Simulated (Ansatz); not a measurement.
Exchange in Mn2ZnAs2 by functional

```
Mn Zn As
1.0
     4.09900    0.00000    0.00000
    -2.04950    3.54984    0.00000
     0.00000    0.00000    6.57200
Mn Zn As
2 1 2
Direct
  0.33333 0.66667 0.36944
  0.66667 0.33333 0.63056
  0.00000 0.00000 0.00000
  0.33333 0.66667 0.76793
  0.66667 0.33333 0.23207
```

The same starts (parallel, antiparallel patterns that fit this cell, and no moments) were run with plane-wave PAW DFT (Ansatz 0.2.0; atoms fixed, collinear spin, no spin-orbit coupling; 8×8×5 Γ-centred mesh, fermi-dirac occupations of width 0.050 eV) at these levels: PBE, 420 eV; r2SCAN, 500 eV.

Q: Which order does each level favour, and how strongly?

A: The runs give, at zero smearing:

```csv
level,lowest state,mean moment on Mn (μB),parallel less best compensated antiparallel (meV per Mn),gain over no moments (meV per Mn)
PBE,"antiparallel, compensated",3.63,+243,1089
r2SCAN,"antiparallel, compensated",4.02,+260,2334
```

Site moments are taken in small spheres that don't touch (radius about 0.4 of the atom's shortest bond), so those of the magnetic atoms read low. Both levels favour antiparallel moments: the difference runs from +243 to +260 meV per Mn. The moment grows from 3.63 μB under PBE to 4.02 μB under r2SCAN.

The cell is that of a Crystallography Open Database entry, unchanged.

Caveats: only orders that fit this cell were tried, so the true order may need a larger cell or canted moments; atoms and cell are held at the entry's values; differences under about 5 meV per magnetic atom weren't tested against a denser mesh or another U, and are taken as unresolved; r2SCAN overestimates the moments and magnetic energies of itinerant metals; the state without moments isn't the paramagnet, so the last column is no ordering energy, and a U inflates it.
